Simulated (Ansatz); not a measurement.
Starting cell, PdSb₂ (space group Pa-3):

```yaml
crystal:
  lattice:
    - [6.41610, 0.00000, 0.00000]
    - [0.00000, 6.41610, 0.00000]
    - [0.00000, 0.00000, 6.41610]
  atoms:
    - { symbol: Sb, position: [0.37287, 0.37287, 0.37287] }
    - { symbol: Sb, position: [0.62713, 0.62713, 0.62713] }
    - { symbol: Sb, position: [0.12713, 0.62713, 0.87287] }
    - { symbol: Sb, position: [0.87287, 0.37287, 0.12713] }
    - { symbol: Sb, position: [0.87287, 0.12713, 0.62713] }
    - { symbol: Sb, position: [0.12713, 0.87287, 0.37287] }
    - { symbol: Sb, position: [0.62713, 0.87287, 0.12713] }
    - { symbol: Sb, position: [0.37287, 0.12713, 0.87287] }
    - { symbol: Pd, position: [0.00000, 0.00000, 0.00000] }
    - { symbol: Pd, position: [0.50000, 0.00000, 0.50000] }
    - { symbol: Pd, position: [0.50000, 0.50000, 0.00000] }
    - { symbol: Pd, position: [0.00000, 0.50000, 0.50000] }
```

The atoms are displaced by Q × the pattern below (from a DFPT mode at Γ, largest move 1; Q in Å), at fixed cell. It is one choice among 3 degenerate patterns.

```json
[
 {"atom": "Sb1", "x": "0.053", "y": "0.678", "z": "-0.733"},
 {"atom": "Sb2", "x": "-0.053", "y": "-0.678", "z": "0.733"},
 {"atom": "Sb3", "x": "0.053", "y": "0.678", "z": "0.733"},
 {"atom": "Sb4", "x": "-0.053", "y": "-0.678", "z": "-0.733"},
 {"atom": "Sb5", "x": "-0.053", "y": "0.678", "z": "-0.733"},
 {"atom": "Sb6", "x": "0.053", "y": "-0.678", "z": "0.733"},
 {"atom": "Sb7", "x": "-0.053", "y": "0.678", "z": "0.733"},
 {"atom": "Sb8", "x": "0.053", "y": "-0.678", "z": "-0.733"}
]
```

Atoms not listed stay in place.

All values below come from LDA (plane waves to 420 eV, PAW, scalar-relativistic; Ansatz, an electronic-structure program). k mesh 6×6×6 (Γ-centred), Fermi-Dirac smearing 0.05 eV. The energy includes the smearing's −TS. With partly filled bands, energies and forces of such displacements shift with the k mesh and the smearing. PdSb2 is run without spin polarisation. PdSb2 was relaxed with its symmetry unable to fall. Spin-orbit coupling is left out, though Sb is heavy. ΔE is measured from the undisplaced structure.

**Question.** Predict the ΔE (meV/cell) at Q (Å) = -0.180, -0.060, -0.030, 0.060, 0.090, 0.180.

**Answer.** 
```tsv
Q (Å)	ΔE (meV/cell)
-0.180	985
-0.060	106
-0.030	26
0.060	106
0.090	241
0.180	985
```

(For displaced atoms, the force is minus the slope of the energy, and its curvature is a force constant, which sets phonon frequencies.)
